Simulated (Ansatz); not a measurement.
Computed properties of Si₂Ni

Si2Ni:
```
CELL_PARAMETERS angstrom
      0.00000     2.67423     2.67423
      2.67423     0.00000     2.67423
      2.67423     2.67423     0.00000
ATOMIC_POSITIONS crystal
  Si 0.25000 0.25000 0.25000
  Si 0.75000 0.75000 0.75000
  Ni 0.00000 0.00000 0.00000
```

Space group Fm-3m (No. 225), fluorite or antifluorite type; conventional cell a = b = c = 5.3485 Å, α = β = γ = 90.00°.

Method: the program Ansatz at the LDA level (PAW). The cell and atoms are relaxed at this level. Other levels are named where they apply.

**Cell and energy**

| Item | Result |
|---|---|
| Volume per atom | 12.75 Å³ |
| Density | 4.99 g/cm³ |
| Formation energy from the elements (no fitted shifts) | -0.47 eV/atom |

**Electronic structure**

| Quantity | Result |
|---|---|
| Electronic character | metallic (no gap) |
| Density of states at the Fermi level | 0.28 states/eV per atom (mean over ±0.08 eV) |

**Mechanics**

| Item | Result |
|---|---|
| Bulk modulus (Birch–Murnaghan fit) | 166 GPa |
| Pressure derivative B′ | 4.8 |
| Elastic constants (relaxed ions, GPa) | C11 = 208, C12 = 147, C44 = 83.9 |
| Mechanical stability | stable (all eigenvalues of C positive) |
| Hill bulk and shear moduli | 167 and 55.8 GPa |
| Young's modulus | 151 GPa |
| Poisson's ratio | 0.35 |
| Debye temperature from the elastic constants | 479 K |

**Phonons**

| Property | Value |
|---|---|
| Highest zone-centre frequency | 333 cm^-1 |
| Zone-centre stability | no imaginary mode at Γ |

Symmetry was held in the LDA relaxation. No spin polarisation was allowed. As this level gives no gap, shear constants depend on the k-mesh and smearing (Fermi–Dirac, 0.1 eV here). As this level gives no gap, phonon frequencies hold no LO–TO term and depend on the k-mesh and smearing (Fermi–Dirac, 0.1 eV here). The references are the lowest solids computed at this level, not always the standard phases.

Potentials: the later of the program's two PAW sets.
